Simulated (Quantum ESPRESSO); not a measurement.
pw.x input (Quantum ESPRESSO 7.5; PBEsol, PseudoDojo standard norm-conserving files, scalar-relativistic):

```
&CONTROL
  calculation = 'scf'
  pseudo_dir = './pseudo'
  outdir = './out'
  tprnfor = .true.
  tstress = .true.
/
&SYSTEM
  ibrav = 0
  nat = 2
  ntyp = 1
  ecutwfc = 72.0
  ecutrho = 288.0
  occupations = 'smearing'
  smearing = 'fd'
  degauss = 0.002
  nbnd = 18
/
&ELECTRONS
  conv_thr = 2e-10
/
ATOMIC_SPECIES
Sn 118.7100 Sn.upf
CELL_PARAMETERS angstrom
  0.000000000000   3.271855247000   3.271855247000
  3.271855247000   0.000000000000   3.271855247000
  3.271855247000   3.271855247000   0.000000000000
ATOMIC_POSITIONS crystal
Sn   0.500000000000   0.500000000000   0.500000000000
Sn   0.750000000000   0.750000000000   0.750000000000
K_POINTS automatic
8 8 8 0 0 0
```

End of the output:

```
     total energy              =    -314.63315323 Ry
     estimated scf accuracy    <       0.00000015 Ry
     total energy              =    -314.63315326 Ry
     estimated scf accuracy    <       0.00000001 Ry
     total energy              =    -314.63315327 Ry
     estimated scf accuracy    <          3.3E-10 Ry
[...]
     the Fermi energy is     7.5069 ev
!    total energy              =    -314.63315327 Ry
     estimated scf accuracy    <          1.9E-11 Ry
     smearing contrib. (-TS)   =      -0.00005755 Ry
     internal energy E=F+TS    =    -314.63309572 Ry
     The total energy is F=E-TS. E is the sum of the following terms:
     one-electron contribution =    -144.57040056 Ry
     hartree contribution      =      88.05933012 Ry
     xc contribution           =     -87.35900928 Ry
     ewald contribution        =    -170.76301600 Ry
     convergence has been achieved in   8 iterations
     Forces acting on atoms (cartesian axes, Ry/au):
     atom    1 type  1   force =     0.00000000    0.00000000   -0.00000000
     atom    2 type  1   force =     0.00000000    0.00000000    0.00000000
     Total force =     0.000000     Total SCF correction =     0.000000
     Computing stress (Cartesian axis) and pressure
          total   stress  (Ry/bohr**3)                   (kbar)     P=       -0.66
  -0.00000447  -0.00000000  -0.00000000           -0.66       -0.00       -0.00
  -0.00000000  -0.00000447  -0.00000000           -0.00       -0.66       -0.00
  -0.00000000  -0.00000000  -0.00000447           -0.00       -0.00       -0.66
```

Spin-orbit coupling is not included.

Geometry relaxed with PBEsol.
